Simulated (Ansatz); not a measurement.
LiF:
```
CELL_PARAMETERS angstrom
      3.03011     0.00000     0.00000
     -1.51505     2.62415     0.00000
      0.00000     0.00000     4.65643
ATOMIC_POSITIONS crystal
  Li 0.33333 0.66667 0.38403
  Li 0.66667 0.33333 0.88403
  F  0.33333 0.66667 0.99096
  F  0.66667 0.33333 0.49096
```

x, y and z are the axes in which the lattice vectors are written.

Q: Give the high-frequency dielectric tensor and the Born effective charge tensors of the independent atoms from DFPT, plane-wave PAW LDA (Ansatz code).

A: 
ε∞:
```
1.94  0.00  0.00
0.00  1.94  0.00
0.00  0.00  1.95
```
Z* of atom 1 (Li), rows: field, columns: displacement, in e:
```
0.97  0.00  0.00
0.00  0.97  0.00
0.00  0.00  0.99
```
Z* of atom 3 (F), rows: field, columns: displacement, in e:
```
-0.97   0.00   0.00
 0.00  -0.97   0.00
 0.00   0.00  -0.99
```

Space group P6_3mc (wurtzite). The first step of the workflow began from a Materials Project structure, measured or hypothetical; the Crystallography Open Database copy checked does not list it. It is not the phase usual at ambient conditions (space group No. 225). The cell was relaxed with LDA under the symmetry of its start; whether a distortion lowers the energy is not shown.

Potentials: the later of the program's two PAW sets.
